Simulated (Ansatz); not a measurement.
Hf:
```xyz
2
Lattice="3.1711 0.0000 0.0000 -1.5856 2.7463 0.0000 0.0000 0.0000 5.0166" Properties=species:S:1:pos:R:3 pbc="T T T"
Hf     0.0000     1.8309     3.7624
Hf     1.5856     0.9154     1.2541
```

Relaxed with PBE+D3(BJ). Special points in fractions of this cell's reciprocal vectors: Γ (0.000, 0.000, 0.000); M (0.500, 0.000, 0.000); K (0.333, 0.333, 0.000); A (0.000, 0.000, 0.500); L (0.500, 0.000, 0.500); H (0.333, 0.333, 0.500).

**Question.** List the band energies nearest the Fermi level at these points for DFT-PBE+D3(BJ) in the program Ansatz with PAW potentials.

**Answer.** In eV from the Fermi level; about four levels below and three above (degenerate sets whole), none deeper than 8.9 eV; points with the same levels are listed once.

```json
[
 {"k": "Γ", "below": "-7.47 -3.80", "above": "0.71 1.17 1.17"},
 {"k": "M", "below": "-3.40 -2.85 -2.32 -0.78", "above": "0.77 0.89 1.71"},
 {"k": "K", "below": "-2.23 -1.83 -1.83 -1.47", "above": "0.37 0.37 2.09"},
 {"k": "A", "below": "-5.45 -5.45", "above": "0.13 0.13 1.06 1.06 1.06 1.06"},
 {"k": "L", "below": "-3.49 -3.49 -1.04 -1.04", "above": "1.25 1.25 2.69 2.69"},
 {"k": "H", "below": "-1.51 -1.51 -0.19 -0.19", "above": "2.56 2.56 5.19 5.19"}
]
```

Space group P6_3/mmc (hcp (Mg type)). Symmetry was held in the PBE+D3(BJ) relaxation. The run is not spin-polarised. The pairwise dispersion correction was not fitted to metals. Spin–orbit coupling is left out wherever it is not named.

Potentials: the earlier of the program's two PAW sets.
